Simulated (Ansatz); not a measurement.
CdHgSe2 in space group P-4m2 (No. 115; Cd on 1c, Hg on 1a, Se on 2g) at seven volumes, LDA in the plane-wave PAW code Ansatz, shape and atoms relaxed at each. One row is withheld.

```csv
V (Å³/atom),P (GPa)
25.007,6.85
25.831,4.16
26.656,1.90
27.480,0.00
28.304,-1.59
29.129,-2.92
29.953,?
```

Problem. Fit the shown pressures and predict the withheld one.

Solution. P = (3/2)B₀(x^(7/2) − x^(5/2))[1 + (3/4)(B′ − 4)(x − 1)] with x = (V₀/V)^(2/3). Least squares on the six rows gives V₀ = 27.482 Å³/atom, B₀ = 57.8 GPa, B′ = 4.83. At V = 29.953, x = 0.9442 and P = -4.04 GPa. The run itself gave -4.04 GPa.

The first step of the workflow began from a Materials Project structure, measured or hypothetical; the Crystallography Open Database copy checked does not list it. With Cd and Hg taken as one species the cell has the higher symmetry F-43m, so it may be an ordered model of a mixed-site phase. Its standing as an ambient phase is unchecked. The cell was relaxed with LDA under the symmetry of its start; of distortions, only those at the zone centre were tested. Scalar-relativistic: spin–orbit coupling is off unless named, which matters more the heavier the elements.

Potentials: the later of the program's two PAW sets.
